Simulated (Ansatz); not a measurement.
In$_{2}$GaAs$_{3}$ in space group I-4m2 (No. 119; In on 4e, Ga on 2a, As on 2d, As on 4f) at seven volumes, DFT-r²SCAN in the program Ansatz with PAW potentials, shape and atoms relaxed at each. One row is withheld.

```tsv
V (Å³/atom)	P (GPa)
24.125	?
24.921	4.38
25.716	2.01
26.511	0.00
27.307	-1.70
28.102	-3.11
28.897	-4.31
```

**Question.** Fit the shown pressures and predict the withheld one.

**Answer.** P = (3/2)B₀(x^(7/2) − x^(5/2))[1 + (3/4)(B′ − 4)(x − 1)] with x = (V₀/V)^(2/3). Least squares on the six rows gives V₀ = 26.511 Å³/atom, B₀ = 61.3 GPa, B′ = 4.72. At V = 24.125, x = 1.0649 and P = 7.23 GPa. The run itself gave 7.20 GPa.

The first step of the workflow began from a Materials Project structure, measured or hypothetical; the Crystallography Open Database copy checked does not list it. With In and Ga taken as one species the cell has the higher symmetry F-43m, so it may be an ordered model of a mixed-site phase. Its standing as an ambient phase is unchecked. The cell was relaxed with r²SCAN under the symmetry of its start; whether a distortion lowers the energy is not shown.

Potentials: the later of the program's two PAW sets.
